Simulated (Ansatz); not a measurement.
# Phonon dispersion of TaTi$_{3}$Si$_{8}$

The calculation used Ansatz 0.2.0, DFT PBE, scalar-relativistic, plane waves, PAW. Settings: 420 eV plane-wave cutoff, Γ-centred 6×6×8 mesh, Fermi-Dirac smearing of 0.15 eV. No spin polarisation. Phonons by linear response, acoustic sum rule imposed.

The cell, relaxed at this level:
```yaml
crystal:
  lattice:
    - [4.14681, -4.29704, 0.00000]
    - [4.14681, 4.29704, 0.00000]
    - [0.00000, 0.00000, 4.81477]
  atoms:
    - { symbol: Ti, position: [0.00000, 0.00000, 0.50000] }
    - { symbol: Ti, position: [0.00000, 0.50000, 0.75261] }
    - { symbol: Ti, position: [0.50000, 0.00000, 0.24739] }
    - { symbol: Ta, position: [0.50000, 0.50000, 0.00000] }
    - { symbol: Si, position: [0.33623, 0.33623, 0.50000] }
    - { symbol: Si, position: [0.83943, 0.83943, 0.00000] }
    - { symbol: Si, position: [0.66377, 0.66377, 0.50000] }
    - { symbol: Si, position: [0.16057, 0.16057, 0.00000] }
    - { symbol: Si, position: [0.84248, 0.33907, 0.25464] }
    - { symbol: Si, position: [0.33907, 0.84248, 0.74536] }
    - { symbol: Si, position: [0.15752, 0.66093, 0.25464] }
    - { symbol: Si, position: [0.66093, 0.15752, 0.74536] }
```

It was reached by relaxing an invented guess, and it needn't be the stable form of this composition. In a metal, frequencies and elastic constants depend on the k mesh and the smearing, soft modes and shear constants most. Some empty bands missed the eigensolver's threshold. Spin–orbit coupling is left out, which matters for heavy elements. The q mesh is coarse, so values between its points are rough.

Force constants from linear response on a 1×1×2 q mesh.

Q: Is the structure dynamically stable on this mesh?

A: Yes, on this mesh: no mode is imaginary.

Q: Give the frequencies (cm⁻¹; i marks imaginary ones) at the irreducible q points, in fractions of the reciprocal vectors.

A:
| q | star | frequencies |
| --- | --- | --- |
| 0.000 0.000 0.000 | 1 | 0 0 0 157 160 163 198 201 204 213 219 226 227 236 243 252 255 259 264 277 278 283 287 317 323 324 327 340 347 349 365 366 371 382 394 423 |
| 0.000 0.000 -0.500 | 1 | 116 121 159 161 161 184 185 207 213 217 223 239 239 243 249 250 255 257 263 274 276 281 285 289 307 319 327 335 353 361 361 368 381 385 405 415 |
